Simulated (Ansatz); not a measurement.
Zn2SeS:
```yaml
crystal:
  lattice:
    - [1.94217, 1.12131, 6.35043]
    - [-1.94217, 1.12131, 6.35043]
    - [0.00000, -2.24262, 6.35043]
  atoms:
    - { symbol: Zn, position: [0.00391, 0.00391, 0.00391] }
    - { symbol: Zn, position: [0.49625, 0.49625, 0.49625] }
    - { symbol: Se, position: [0.62434, 0.62434, 0.62434] }
    - { symbol: S, position: [0.12547, 0.12547, 0.12547] }
```

x, y and z are the axes in which the lattice vectors are written.

Q: Give the proper piezoelectric stress tensor with relaxed ions from the program Ansatz at the PBEsol level (PAW).

A: In C/m², rows x, y, z, Voigt columns; mesh uncertainty up to 0.02.
```
 0.00   0.00   0.00   0.00  -0.03   0.04
 0.04  -0.04   0.00  -0.03   0.00   0.00
-0.02  -0.02   0.08   0.00   0.00   0.00
```

The elastic tensor of the same run (GPa):

```
  121   49.7   42.2  -11.4    0.0    0.0
 49.7    121   42.2   11.4    0.0    0.0
 42.2   42.2    130    0.0    0.0    0.0
-11.4   11.4    0.0   27.3    0.0    0.0
  0.0    0.0    0.0    0.0   27.3  -11.4
  0.0    0.0    0.0    0.0  -11.4   35.7
```

Q: Convert to strain constants d = e·S.

A: In pC/N:
```
 0.0   0.0   0.0   0.0  -0.7   0.9
 0.4  -0.4   0.0  -0.7   0.0   0.0
-0.3  -0.3   0.8   0.0   0.0   0.0
```

Space group R3m. The first step of the workflow began from a Materials Project structure, measured or hypothetical; the Crystallography Open Database copy checked does not list it. Whether it is the stable phase at ambient conditions was not checked. The PBEsol relaxation kept the symmetry of its start; of distortions, only those at the zone centre were tested.

Potentials: the later of the program's two PAW sets.
